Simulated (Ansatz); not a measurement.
Relaxed-ion elastic tensor of Al (dhcp (α-La type), P6_3/mmc) in GPa (Voigt order), LDA in the plane-wave PAW code Ansatz; density 2.82 g/cm³, 15.87 Å³ per atom.

```
 127  62.3  59.7   0.0   0.0   0.0
62.3   127  59.7   0.0   0.0   0.0
59.7  59.7   127   0.0   0.0   0.0
 0.0   0.0   0.0  30.1   0.0   0.0
 0.0   0.0   0.0   0.0  30.1   0.0
 0.0   0.0   0.0   0.0   0.0  32.5
```

### Question
Is the crystal mechanically stable?

### Answer
Yes: the smallest eigenvalue of C is 30.1 GPa.

### Question
Work out the Voigt, Reuss and Hill averages.

### Answer
K_V = 82.8, K_R = 82.8, K_H = 82.8; G_V = 31.8, G_R = 31.8, G_H = 31.8 GPa.

### Question
Give Young's modulus, Poisson's ratio, Pugh's ratio and the universal anisotropy index.

### Answer
E = 9KG/(3K + G) = 84.6 GPa; ν = 0.33; K/G = 2.60 (ductile by the Pugh limit of 1.75); A_U = 5G_V/G_R + K_V/K_R − 6 = 0.01.

### Question
Estimate the sound speeds and the Debye temperature.

### Answer
v_l = √((K + 4G/3)/ρ) = 6660 m/s, v_t = √(G/ρ) = 3360 m/s, mean 3760 m/s; Θ = (h/k)(3n/4πV)^(1/3) v_m = 446 K.

### Question
Solve the Christoffel equation for the three sound speeds along x, y, z.

### Answer
Eigenvalues of C_ijkl n_j n_l equal ρv². In km/s, slowest first: x 3.26, 3.39, 6.71; y 3.26, 3.39, 6.71; z 3.26, 3.26, 6.71.

### Question
How much does each axis shrink under pressure?

### Answer
Linear compressibilities β_i = Σ_j S_ij (j = 1 to 3): x 4.0, y 4.0, z 4.1 per TPa.

The first step of the workflow began from a Materials Project structure, measured or hypothetical; the Crystallography Open Database copy checked does not list it. It is not the phase usual at ambient conditions (space group No. 225). The cell was relaxed with LDA under the symmetry of its start; of distortions, only those at the zone centre were tested. As this level gives no gap, shear constants depend on the k-mesh and smearing (Fermi–Dirac, 0.1 eV here).

Potentials: the earlier of the program's two PAW sets.
